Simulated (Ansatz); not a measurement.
# What DFT gives for NbAgN2

```yaml
crystal:
  lattice:
    - [3.27543, 0.00000, 0.00000]
    - [-1.63772, 2.83661, 0.00000]
    - [0.00000, -1.89107, 6.07111]
  atoms:
    - { symbol: Nb, position: [0.50000, 0.00000, 0.50000] }
    - { symbol: Ag, position: [0.00000, 0.00000, 0.00000] }
    - { symbol: N, position: [0.11900, 0.23800, 0.35700] }
    - { symbol: N, position: [0.88100, 0.76200, 0.64300] }
```

The numbers come from plane-wave PAW DFT (Ansatz): r2SCAN, no spin polarisation, 500 eV, 9×9×9 Γ-centred k points, fermi-dirac occupations (width 0.1 eV). Nothing was relaxed.

Question: What is the formation energy?

Answer: -0.35 eV an atom against the elements' usual phases (free molecules for gases, crystals otherwise, with no correction for O₂ or N₂), so it is bound against them; other compounds may still compete. Relaxing would lower it.

Question: Is there a gap, and of what kind?

Answer: The gap is 0.89 eV, indirect (the least direct gap found is 1.17 eV). A semilocal functional usually gives too small a gap.

Question: What is the character of the valence top and the conduction bottom?

Answer: Within 0.7 eV of the edges, the states project mainly on N p (74 %) and Ag d (13 %) below the gap and on Nb d (74 %) and N p (12 %) above it.

Question: Is the cell too large or too small?

Answer: The pressure is -0.9 GPa (compression positive), so with the atoms held at these fractions the cell would first shrink; the forces are large, so a full relaxation may end otherwise. The principal stresses -3.9, -3.9, 5.2 GPa differ, so its shape would change too.

Question: Describe some of the short contacts.

Answer: Nb–N at 2.08 Å: least valence density 0.77 e/Å³ and ELF 0.32 there. Ag–N at 2.17 Å: least valence density 0.56 e/Å³ and ELF 0.21 there. Both are smooth PAW fields, read partly inside the augmentation spheres.

Origin: a known structure type with other elements, at an estimated volume, so it need not be a known compound. Caveats: atoms or cell far from equilibrium.
